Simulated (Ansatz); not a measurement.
Relaxed-ion elastic tensor of BC₇ in space group P-43m (No. 215; C on 3d, C on 4e, B on 1b) in GPa (Voigt order), plane-wave PAW PBEsol (Ansatz code); density 3.38 g/cm³, 5.84 Å³ per atom.

```
753  228  228  0.0  0.0  0.0
228  753  228  0.0  0.0  0.0
228  228  753  0.0  0.0  0.0
0.0  0.0  0.0  474  0.0  0.0
0.0  0.0  0.0  0.0  474  0.0
0.0  0.0  0.0  0.0  0.0  474
```

Is the crystal mechanically stable?

Yes: the smallest eigenvalue of C is 474 GPa.

Work out the Voigt, Reuss and Hill averages.

K_V = 403, K_R = 403, K_H = 403; G_V = 389, G_R = 358, G_H = 374 GPa.

Give Young's modulus, Poisson's ratio, Pugh's ratio and the universal anisotropy index.

E = 9KG/(3K + G) = 857 GPa; ν = 0.15; K/G = 1.08 (brittle by the Pugh limit of 1.75); A_U = 5G_V/G_R + K_V/K_R − 6 = 0.43.

Estimate the sound speeds and the Debye temperature.

v_l = √((K + 4G/3)/ρ) = 16300 m/s, v_t = √(G/ρ) = 10500 m/s, mean 11600 m/s; Θ = (h/k)(3n/4πV)^(1/3) v_m = 1910 K.

Give the Zener ratio and Young's modulus along [100], [110] and [111].

A = 2C44/(C11 − C12) = 1.81; 1/E = S11 − 2(S11 − S12 − S44/2)Γ with Γ = 0, 1/4, 1/3 gives 647, 892, 1020 GPa.

Solve the Christoffel equation for the three sound speeds along [100], [110], [111].

Eigenvalues of C_ijkl n_j n_l equal ρv². In km/s, slowest first: [100] 11.85, 11.85, 14.94; [110] 8.82, 11.85, 16.90; [111] 9.93, 9.93, 17.51.

The start of the workflow was typed in or built on a structure type; the Crystallography Open Database copy checked does not list it. Whether it is the stable phase at ambient conditions was not checked. Symmetry was held in the PBEsol relaxation; its stability against distortions is not shown here. Its formation energy is positive at this level, so the cell may be metastable or incomplete. As this level gives no gap, shear constants depend on the k-mesh and smearing (Fermi–Dirac, 0.1 eV here).

Potentials: the earlier of the program's two PAW sets. The files were generated under PBE; for other functionals the program regenerates the frozen cores, and for LDA and PBEsol the local potential too.
